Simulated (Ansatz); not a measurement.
# SCF log, CrO₂

System: CrO₂, the coordinates of a database entry, unrelaxed (space group P4_2/mnm); the cell holds 6 atoms. Forces or pressure are large there, so the entry is far from the computed equilibrium and may be faulty or of a sample under other conditions, or the chosen U doesn't suit it. Source: COD entry 9007540; the sample's temperature and pressure aren't taken into account, and it need not be the stable phase.

Computed with Ansatz development build ahead of 0.2.0, DFT, r2SCAN+U, PAW, plane waves, scalar-relativistic.

Input file:

```yaml
crystal:
  lattice:
    - [4.421, 0.0, 0.0]
    - [0.0, 4.421, 0.0]
    - [0.0, 0.0, 2.917]
  atoms:
    - { symbol: Cr, position: [0.0, 0.0, 0.0], spin: 3.0 }
    - { symbol: Cr, position: [0.5, 0.5, 0.5], spin: -3.0 }
    - { symbol: O, position: [0.301, 0.301, 0.0] }
    - { symbol: O, position: [0.199, 0.801, 0.5] }
    - { symbol: O, position: [0.699, 0.699, 0.0] }
    - { symbol: O, position: [0.801, 0.199, 0.5] }
magnetization:
  spin_polarized: true
hamiltonian:
  xc: r2scan
  pseudopotentials: { kind: paw }
  hubbard: { sites: [{ species: Cr, l: d, u_eff: 3.7 }] }
basis:
  ecutwfc: 500
kpoints:
  mp_grid: { grid: [5, 5, 7] }
scf:
  occupations: { method: fermi_dirac, width: 0.02 }
  lower_state_search: "off"
  max_iter: 60
  convergence: { dm_fallback: { after: 20 } }
output:
  forces: true
  stress: true
```

Launched as:
```sh
ansatz run input.yaml --threads 2 --pin off --max-ram 5120MiB --backend cpu --events-out ev --progress --plain --runs-dir out
```

Output (shortened):

```
Cr: projections on atomic orbitals take those of the free atom [Ne] 3s2 3p6 3d5 4s1, of charge +0.00 (hamiltonian.pseudopotentials.projection_atoms); the dataset's partial waves leave at most 7.0e-7 of an orbital's norm unspanned inside its sphere
O: projections on atomic orbitals take those of the free atom [He] 2s2 2p4, of charge +0.00 (hamiltonian.pseudopotentials.projection_atoms); the dataset's partial waves leave at most 1.9e-8 of an orbital's norm unspanned inside its sphere
Pseudopotentials: kind: paw
Pseudopotential: Cr, paw, valence charge 14, recommended cutoff 500 eV (meta_gga), Cr.paw.azcp
Pseudopotential: O, paw, valence charge 6, recommended cutoff 500 eV (meta_gga), O.paw.azcp
Functional definition: r2SCAN
Crystal: 6 atoms, lattice volume = 57.013 Å³
Basis set: ecut = 500 eV, 1431 PW (Γ), exchange–correlation on 144×144×96 points (64 copies of the dense FFT grid, shifted against one another)
Bands: 35, of which v1, the nominal top of the filled ones, is band 26 counted from 1 (25 counted from 0)
Symmetry: 8 space group operations
Space group: Cmmm (ITA 65), of the structure as read, at distance tolerance 3.8e-5 Å
Magnetic group: BNS 136.498 (UNI 1158), of the structure as read, at distance tolerance 3.8e-5 Å
k-points: 36 of 175
Non-local potential: Cr, projectors of the file, l = 0: 3, l = 1: 2, l = 2: 3, l = 3: 1
Non-local potential: O, projectors of the file, l = 0: 2, l = 1: 2, l = 2: 1
PAW frozen core: Cr, regenerated for the run's functional (the file was generated under x = pbe(κ = 0.804, μ = 0.2195149727645171), c = pbe(β = 0.06672455060314922))
PAW frozen core: O, regenerated for the run's functional (the file was generated under x = pbe(κ = 0.804, μ = 0.2195149727645171), c = pbe(β = 0.06672455060314922))
Initial density: superposition of atomic densities (chi_scale 0.1, normalization cell, long waves kept (reshape's long-wave potential 0.00 eV rms))
Starting moments: Σ|m| = 6 μB on 2 of 6 sites
Starting magnetic order: altermagnet, d-wave, planar spin-momentum locking; spin-degenerate planes through Γ normal to [0 1 0], [1 0 0] of the run's lattice
Initial wavefunctions: pseudopotential atomic-orbital guess
Functional: x = r2scan, c = r2scan; τ floored in thin density (d = 2e-4 eV/Å³)
SCF iter   1: F=-9031.598960 eV  HF=-9033.825735 eV  |F-HF|=2.23e0  |Δ(HF+E_count)|=         —  Δρ=5.96e-2 (↑5.96e-2 ↓5.96e-2)  dr2=6.56e0  dr2_τ=2.20e-1  dr2_m=3.24e-1  M=-0.000 μB ∫|m|=5.441 μB  β_m=0.30  ethr=3.10e-3  ⟨swp⟩=4.8  Hψ=8393  notcnv=0  defer=2
preconditioner: auto → Kerker (q_TF=auto, 2.687 Å⁻¹)  [metal: Δε(μ)=0.018 eV  Ē_g=12.348 eV  σ=0.020 eV  W_gap=0.22  n_scr=18 (ndim 8)  ℏωp=29.5 eV  f_vac=0.000  D(μ)=2.35/eV (n_scr^D=18)]
spin=Collinear: Kerker preconditioning applied to the charge; magnetization (m = ρ↑ − ρ↓) channel mixes plain (no charge-response kernel on spin).
SCF iter   2: F=-9035.350961 eV  HF=-9034.486391 eV  |F-HF|=8.65e-1  |Δ(HF+E_count)|=   6.61e-1  Δρ=3.24e-2 (↑3.24e-2 ↓3.24e-2)  dr2=9.75e-1  dr2_τ=3.24e-2  dr2_m=2.32e-1  M=0.000 μB ∫|m|=5.670 μB  β_m=0.30  ethr=3.10e-3  ⟨swp⟩=2.7  Hψ=5480  notcnv=0  defer=76
Mixer restart at iter 2: flushing history
preconditioner: auto → Resta (q_TF=auto, 2.687 Å⁻¹)  ε∞=7.2  [insulator: Δε(μ)=0.078 eV  Ē_g=11.873 eV  σ=0.020 eV  W_gap=0.69  n_scr=18 (ndim 8)  ℏωp=29.5 eV  f_vac=0.000  D(μ)=1.05/eV (n_scr^D=4)  ε∞_Penn≈7.2]
spin=Collinear: Resta preconditioning applied to the charge; magnetization (m = ρ↑ − ρ↓) channel mixes plain (no charge-response kernel on spin).
spin-set hold released at iteration 2 (the charge has settled, or the pull on large starting moments outlasts its swing): the magnetisation degrees of freedom join the quasi-Newton model from the next iteration; the mixer history was flushed
SCF iter   3: F=-9035.744457 eV  HF=-9035.083503 eV  |F-HF|=6.61e-1  |Δ(HF+E_count)|=   5.97e-1  Δρ=2.46e-2 (↑2.46e-2 ↓2.46e-2)  dr2=3.24e-1  dr2_τ=1.62e-2  dr2_m=1.54e-1  M=-0.000 μB ∫|m|=5.726 μB  β_m=0.30  ethr=1.87e-3  ⟨swp⟩=2.0  Hψ=3936  notcnv=0  defer=76  κ⁻¹=1.0e0(r=1)
SCF iter   4: F=-9035.923080 eV  HF=-9035.714306 eV  |F-HF|=2.09e-1  |Δ(HF+E_count)|=   6.31e-1  Δρ=1.40e-2 (↑1.40e-2 ↓1.40e-2)  dr2=1.07e-1  dr2_τ=5.04e-3  dr2_m=4.62e-2  M=-0.000 μB ∫|m|=5.688 μB  β_m=0.30  ethr=6.23e-4  ⟨swp⟩=3.0  Hψ=5182  notcnv=0  defer=72  κ⁻¹=1.7e-1(r=2)
SCF iter   5: F=-9036.023856 eV  HF=-9035.999104 eV  |F-HF|=2.48e-2  |Δ(HF+E_count)|=   2.85e-1  Δρ=6.64e-3 (↑6.64e-3 ↓6.64e-3)  dr2=9.92e-3  dr2_τ=5.80e-4  dr2_m=1.77e-2  M=-0.000 μB ∫|m|=5.677 μB  β_m=0.30  ethr=2.06e-4  ⟨swp⟩=2.0  Hψ=5796  notcnv=0  defer=72  κ⁻¹=9.9e-3(r=3)
SCF iter   6: F=-9036.036627 eV  HF=-9036.023781 eV  |F-HF|=1.28e-2  |Δ(HF+E_count)|=   2.47e-2  Δρ=4.87e-3 (↑4.87e-3 ↓4.87e-3)  dr2=4.14e-3  dr2_τ=2.57e-4  dr2_m=1.06e-2  M=-0.000 μB ∫|m|=5.695 μB  β_m=0.30  ethr=1.91e-5  ⟨swp⟩=2.0  Hψ=4634  notcnv=0  defer=72  κ⁻¹=3.7e-3(r=4)
SCF iter   7: F=-9036.049223 eV  HF=-9036.046408 eV  |F-HF|=2.81e-3  |Δ(HF+E_count)|=   2.26e-2  Δρ=2.84e-3 (↑2.84e-3 ↓2.84e-3)  dr2=2.12e-3  dr2_τ=8.99e-5  dr2_m=3.46e-3  M=-0.000 μB ∫|m|=5.743 μB  β_m=0.30  ethr=7.96e-6  ⟨swp⟩=2.0  Hψ=5184  notcnv=0  defer=72  κ⁻¹=1.8e-4(r=5)
SCF iter   8: F=-9036.056152 eV  HF=-9036.054759 eV  |F-HF|=1.39e-3  |Δ(HF+E_count)|=   8.35e-3  Δρ=1.53e-3 (↑1.53e-3 ↓1.53e-3)  dr2=3.92e-4  dr2_τ=3.06e-5  dr2_m=1.01e-3  M=0.000 μB ∫|m|=5.824 μB  β_m=0.30  ethr=4.08e-6  ⟨swp⟩=2.5  Hψ=5222  notcnv=0  defer=72  κ⁻¹=2.1e-5(r=6)
SCF iter   9: F=-9036.057124 eV  HF=-9036.056069 eV  |F-HF|=1.05e-3  |Δ(HF+E_count)|=   1.31e-3  Δρ=1.32e-3 (↑1.32e-3 ↓1.32e-3)  dr2=2.98e-4  dr2_τ=2.25e-5  dr2_m=7.35e-4  M=0.000 μB ∫|m|=5.844 μB  β_m=0.30  ethr=7.54e-7  ⟨swp⟩=2.0  Hψ=4218  notcnv=0  defer=72  κ⁻¹=1.8e-5(r=7)
SCF iter  10: F=-9036.059702 eV  HF=-9036.059427 eV  |F-HF|=2.75e-4  |Δ(HF+E_count)|=   3.36e-3  Δρ=5.41e-4 (↑5.41e-4 ↓5.40e-4)  dr2=4.84e-5  dr2_τ=5.84e-6  dr2_m=1.08e-4  M=-0.000 μB ∫|m|=5.924 μB  β_m=0.30  ethr=5.73e-7  ⟨swp⟩=2.9  Hψ=5488  notcnv=0  defer=72  κ⁻¹=1.1e-6(r=8)
SCF iter  11: F=-9036.060155 eV  HF=-9036.060058 eV  |F-HF|=9.69e-5  |Δ(HF+E_count)|=   6.31e-4  Δρ=3.00e-4 (↑3.00e-4 ↓3.00e-4)  dr2=2.57e-5  dr2_τ=1.73e-6  dr2_m=2.50e-5  M=0.000 μB ∫|m|=5.955 μB  β_m=0.30  ethr=9.31e-8  ⟨swp⟩=2.6  Hψ=4924  notcnv=0  defer=72  κ⁻¹=6.6e-6(r=8)
SCF iter  12: F=-9036.060274 eV  HF=-9036.060278 eV  |F-HF|=3.52e-6  |Δ(HF+E_count)|=   2.20e-4  Δρ=1.17e-4 (↑1.17e-4 ↓1.17e-4)  dr2=1.72e-5  dr2_τ=3.23e-7  dr2_m=2.40e-6  M=0.000 μB ∫|m|=5.973 μB  β_m=0.30  ethr=4.94e-8  ⟨swp⟩=2.0  Hψ=4914  notcnv=0  defer=72  κ⁻¹=2.1e-6(r=8)
SCF iter  13: F=-9036.060292 eV  HF=-9036.060290 eV  |F-HF|=1.50e-6  |Δ(HF+E_count)|=   1.24e-5  Δρ=8.84e-5 (↑8.84e-5 ↓8.84e-5)  dr2=7.94e-7  dr2_τ=1.89e-7  dr2_m=3.67e-6  M=-0.000 μB ∫|m|=5.979 μB  β_m=0.30  ethr=3.31e-8  ⟨swp⟩=2.0  Hψ=4356  notcnv=0  defer=72  κ⁻¹=3.4e-5(r=8)
SCF iter  14: F=-9036.060293 eV  HF=-9036.060293 eV  |F-HF|=9.29e-7  |Δ(HF+E_count)|=   2.53e-6  Δρ=5.10e-5 (↑5.10e-5 ↓5.10e-5)  dr2=1.85e-6  dr2_τ=4.60e-8  dr2_m=7.81e-7  M=-0.000 μB ∫|m|=5.975 μB  β_m=0.30  ethr=1.53e-9  ⟨swp⟩=3.0  Hψ=4618  notcnv=0  defer=72  κ⁻¹=2.7e-5(r=8)
SCF iter  15: F=-9036.060294 eV  HF=-9036.060295 eV  |F-HF|=4.73e-7  |Δ(HF+E_count)|=   2.39e-6  Δρ=4.91e-5 (↑4.91e-5 ↓4.91e-5)  dr2=2.06e-6  dr2_τ=4.92e-8  dr2_m=7.78e-7  M=-0.000 μB ∫|m|=5.977 μB  β_m=0.30  ethr=1.53e-9  ⟨swp⟩=2.0  Hψ=4320  notcnv=0  defer=72  κ⁻¹=2.2e-5(r=8)
SCF iter  16: F=-9036.060296 eV  HF=-9036.060296 eV  |F-HF|=1.67e-7  |Δ(HF+E_count)|=   7.26e-7  Δρ=1.24e-5 (↑1.24e-5 ↓1.24e-5)  dr2=1.72e-7  dr2_τ=3.39e-9  dr2_m=4.01e-8  M=0.000 μB ∫|m|=5.975 μB  β_m=0.30  ethr=1.53e-9  ⟨swp⟩=2.0  Hψ=3762  notcnv=0  defer=72  κ⁻¹=2.4e-5(r=8)
SCF iter  17: F=-9036.060296 eV  HF=-9036.060296 eV  |F-HF|=6.81e-8  |Δ(HF+E_count)|=   1.35e-7  Δρ=6.06e-6 (↑6.06e-6 ↓6.05e-6)  dr2=1.24e-8  dr2_τ=8.77e-10  dr2_m=1.20e-8  M=0.000 μB ∫|m|=5.975 μB  ethr=1.92e-10  ⟨swp⟩=9.7  Hψ=9525  notcnv=0
SCF 1 converged in 17 iterations: F = -9036.060296 eV  dr2 = 1.24e-8
  greatest PAW one-centre occupation: 1.000 electrons in one spin orbital (limit 2), on the Cr atom at site 0 (counted from 0), in its partial waves of l = 0
this state was not tested for a lower state beside it, because the mixer in use, unlike msr1, does not test its closes by its own steps (another_mixer; see scf.mixing.algorithm and scf.lower_state_search)
SCF converged after 17 iterations
Magnetization: 0.0000 μB (26.0000 up, 26.0000 down)
Absolute magnetization: 5.9795 μB (∫|ρ↑−ρ↓|, with the PAW one-centre terms)
Spin contamination: 2.7344 ħ² per cell (⟨S²⟩ above its minimum at these occupations)
Per-site moments (μB) at R_I (Å): [(2.0392, 0.7762), (-2.0392, 0.7762), (0.1925, 0.7762), (-0.1925, 0.7762), (0.1925, 0.7762), (-0.1925, 0.7762)]
Free energy (F): -9036.060296 eV
Harris-Foulkes:  -9036.060296 eV  (|F-HF|=6.81e-8)
Internal energy: -9036.059713 eV  (E = F + TS)
E sigma→0 (E₀):  -9036.060004 eV
Entropy (-TS):   -0.000583 eV (-0.097 meV/atom)
Fermi energy:    9.616133 eV
--- Per-component energies (eV) ---
  E_band       = -560.956683
  E_kinetic    = 1383.764123
  E_local      = -4414.047746  (includes V_loc(G=0)·N_el)
  E_nonlocal   = 346.184909
  E_hartree    = 1763.503310
  E_xc         = -566.745580
  E_vxc        = -818.774432  (∫ρ·V_xc dr)
  E_hubbard    = 5.295948  (on-site DFT+U / exact-exchange correction)
  E_vhub       = -4.914038  (the Hubbard potential's part of the band-sum identity)
  E_paw        = -3041.204345  (= ΣΔE_a)
  E_vpaw       = -631.721808  (= ΣTr[D̂ρ^β])
  E_aug_tail   = 0.004540  (compensation charges beyond the density's cutoff)
  E_vtau       = 51.540459  (kinetic-family band-sum trace: ∫τ·v_τ [+ j·A + Jᵃ·Aᵃ] dr)
  E_ewald      = -4512.142452
  E_core_change = -0.672418  (= ΣΔE_core)
  E_smearing   = -0.000583  (= −TS)
  E_closure    = 0.000000  (closes the sum)
  Σ components = -9036.060296   (vs F -9036.060296, Δ=0.00e0)
--- Forces (eV/Å), atoms counted from 1 ---
  atom   1  Cr    -0.00000000    -0.00000000     0.00000000
  atom   2  Cr     0.00000000     0.00000000     0.00000000
  atom   3  O      0.79086965     0.79086965     0.00000000
  atom   4  O     -0.79086959     0.79086959     0.00000000
  atom   5  O     -0.79086965    -0.79086965     0.00000000
  atom   6  O      0.79086959    -0.79086959     0.00000000
  max |Σ_I F_I| component: 3.33e-16 eV/Å
--- Stress (GPa, compression-positive) ---
       11.947523       0.000001       0.000000
        0.000001      11.947523       0.000000
        0.000000       0.000000       2.023351
  P = ⅓ Tr σ = 8.6395 GPa (86.395 kbar)
--- Band table (eV; the first three rows and the last of 72) ---
  k-point 0 ↑: bands = ["-65.9724", "-62.7167", "-36.1654", "-36.0740", "-36.0416", "-33.0579", "-32.7078", "-32.6860", "-10.3789", "-8.5449", "-8.4644", "-8.0361", "2.5198", "3.7009", "3.8681", "5.3595", "5.5852", "6.3391", "6.6053", "6.9392", "7.5999", "8.0132", "8.7781", "8.9201", "9.0174", "9.4205", "9.8817", "12.8225", "13.5667", "14.3036", "14.9964", "15.8441", "16.0822", "17.0285", "18.7916"]
  k-point 1 ↑: bands = ["-65.9692", "-62.7149", "-36.1631", "-36.0721", "-36.0686", "-33.0553", "-32.7221", "-32.7002", "-10.1906", "-8.4958", "-8.4898", "-8.0617", "2.8263", "3.9232", "4.0226", "4.9567", "5.3181", "6.2281", "6.7746", "7.0203", "7.3289", "7.6419", "8.6052", "8.6057", "9.0706", "9.5595", "9.7686", "12.9816", "13.6038", "14.6738", "14.9222", "15.6206", "15.8291", "16.7536", "19.3929"]
  k-point 2 ↑: bands = ["-65.9639", "-62.7088", "-36.1580", "-36.1394", "-36.0565", "-33.0497", "-32.8036", "-32.6831", "-9.7024", "-8.5508", "-8.4378", "-8.1259", "3.6061", "4.3750", "4.4914", "4.5436", "5.2134", "5.2460", "6.2600", "6.9892", "7.2963", "7.5448", "7.7572", "8.3514", "8.6938", "9.2100", "10.2667", "13.3422", "13.8530", "14.7567", "15.2807", "15.2867", "15.5758", "15.9696", "20.9134"]
  k-point 35 ↓: bands = ["-65.9602", "-62.7030", "-36.1920", "-36.1542", "-36.0472", "-33.0459", "-32.8686", "-32.6702", "-8.8845", "-8.7523", "-8.4742", "-8.2984", "3.3894", "3.9421", "4.2149", "4.3770", "5.2869", "5.9728", "6.4963", "6.5646", "6.6018", "7.8743", "8.2066", "8.2770", "8.7236", "9.3004", "9.9016", "14.1066", "14.2093", "14.3668", "14.7033", "15.1942", "15.8149", "16.0109", "22.5121"]
```

The log names the space group Cmmm, not the crystal's P4_2/mnm, as the starting moments make like atoms unequal.

A static U favours moments and orbital order; the result depends on U and need not be the measured state. Only one magnetic start was run, with no search, so the state need not be the lowest.

The run took 13 s on 2 threads of Intel(R) Xeon(R) Platinum 8488C (Sapphire Rapids), with other jobs on the host, peak memory 0.71 GiB.
